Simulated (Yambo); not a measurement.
```
CELL_PARAMETERS angstrom
      5.12724     0.00000     0.00000
     -2.56362     4.44032     0.00000
      0.00000     0.00000     4.36380
ATOMIC_POSITIONS crystal
  B  0.66667 0.33333 0.00000
  O  0.38448 0.30900 0.00000
  O  0.92452 0.61552 0.00000
  O  0.69100 0.07548 0.00000
  F  0.33333 0.66667 0.50000
  Zn 0.33333 0.66667 0.00000
  Ba 0.00000 0.00000 0.50000
```

BaZnBO3F (space group P-6, No. 174): mean Im ε in 1 eV windows above the direct gap of 6.42 eV, for different electron-hole kernels (Yambo, broadening 0.15 eV, norm-conserving LDA (Quantum ESPRESSO, 84 Ry, without SOC) bands; 6×6×4 mesh, 14 valence and 7 conduction bands, static screening with 65 bands and a 3 Ry block, scissor 2.38 eV, Tamm-Dancoff; field along x).

```tsv
window (eV)	independent quasiparticles	RPA (no attraction)	BSE
6.4 to 7.4	0.4	0.3	2.4
7.4 to 8.4	1.1	0.8	2.8
8.4 to 9.4	2.1	1.8	2.9
9.4 to 10.4	2.9	2.9	2.0
```

This run doesn't resolve bound excitons or single peaks, so only averages are given, and they too depend on the mesh; weight that the attraction moves below the gap isn't listed. All transitions below 10.78 eV are in the band window. The scissor comes from a G0W0 run whose convergence isn't established.

Geometry of the Materials Project entry, not relaxed at this level.

With a shallow 3d shell G0W0 needs far more bands and larger blocks than here, so the scissor is uncertain by tenths of an eV or more.
